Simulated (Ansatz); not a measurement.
CdSe (zinc blende)

```cif
data_Cd4Se4
_chemical_formula_sum 'Se4 Cd4'
_space_group_name_H-M_alt 'F-43m'
_space_group_IT_number 216
_space_group_name_Hall 'F -4 2 3'
_cell_length_a 6.13366
_cell_length_b 6.13366
_cell_length_c 6.13366
_cell_angle_alpha 90.000
_cell_angle_beta 90.000
_cell_angle_gamma 90.000
loop_
_atom_site_label
_atom_site_type_symbol
_atom_site_symmetry_multiplicity
_atom_site_Wyckoff_symbol
_atom_site_fract_x
_atom_site_fract_y
_atom_site_fract_z
_atom_site_occupancy
Se1 Se 4 d 0.75000 0.75000 0.75000 1
Cd1 Cd 4 a 0.00000 0.00000 0.00000 1
```
(The calculation used a cell of 2 atoms; values per cell refer to that cell.)

The relaxed cell is deformed in two ways at once: its volume V is scaled, and at that volume it is stretched along z (the c axis of the conventional cell) so that c/a changes. Fractional atomic positions are held.

Method: r2SCAN (plane waves to 500 eV, PAW, scalar-relativistic; Ansatz, a first-principles code). k mesh 9×9×9 (Γ-centred), Fermi-Dirac smearing 0.05 eV. The energy includes the smearing's −TS. CdSe was relaxed with its symmetry unable to fall. ΔE is measured from the relaxed starting cell.

```csv
ΔE (meV/atom),V/V₀ = 0.920,V/V₀ = 0.947,V/V₀ = 0.973,V/V₀ = 1.000,V/V₀ = 1.027,V/V₀ = 1.053,V/V₀ = 1.080
(c/a)/(c/a)₀ = 0.960,35.5,15.8,4.9,[?],4.9,[?],27.9
(c/a)/(c/a)₀ = 0.973,35.0,15.1,4.1,0.7,4.0,12.9,26.7
(c/a)/(c/a)₀ = 0.987,34.7,14.7,3.6,0.2,3.4,12.2,26.0
(c/a)/(c/a)₀ = 1.000,34.6,14.6,3.4,0.0,3.2,12.0,25.8
(c/a)/(c/a)₀ = 1.013,34.7,14.7,3.6,0.2,3.4,12.2,26.0
(c/a)/(c/a)₀ = 1.027,35.1,15.1,4.1,0.7,4.0,12.9,26.7
(c/a)/(c/a)₀ = 1.040,35.7,15.9,4.9,[?],5.0,[?],27.9
```

**Question.** Fill in the missing entries.

**Answer.** 
- (c/a)/(c/a)₀ = 0.960, V/V₀ = 1.000: 1.6
- (c/a)/(c/a)₀ = 0.960, V/V₀ = 1.053: 14.0
- (c/a)/(c/a)₀ = 1.040, V/V₀ = 1.000: 1.7
- (c/a)/(c/a)₀ = 1.040, V/V₀ = 1.053: 14.0

(A scan under strain: stresses follow from slopes of the energy per volume, elastic moduli from its curvatures.)
